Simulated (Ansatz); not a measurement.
Relaxed-ion elastic tensor of Bi (diamond, Fd-3m) in GPa (Voigt order), r²SCAN (plane waves, PAW; program Ansatz); density 7.33 g/cm³, 47.33 Å³ per atom.

```csv
,1,2,3,4,5,6
1,31.3,31.9,31.9,0.0,0.0,0.0
2,31.9,31.3,31.9,0.0,0.0,0.0
3,31.9,31.9,31.3,0.0,0.0,0.0
4,0.0,0.0,0.0,-15.0,0.0,0.0
5,0.0,0.0,0.0,0.0,-15.0,0.0
6,0.0,0.0,0.0,0.0,0.0,-15.0
```

Task: Is the crystal mechanically stable?

Result: No: the smallest eigenvalue of C is -15.0 GPa.

The start of the workflow was typed in or built on a structure type; neither database checked (COD, Materials Project) lists it. It is not the phase usual at ambient conditions (space group No. 166). Symmetry was held in the r²SCAN relaxation. At this level the phase is mechanically unstable. As this level gives no gap, shear constants depend on the k-mesh and smearing (Fermi–Dirac, 0.1 eV here). Scalar-relativistic: spin–orbit coupling is off unless named, which matters more the heavier the elements.

Potentials: the earlier of the program's two PAW sets.
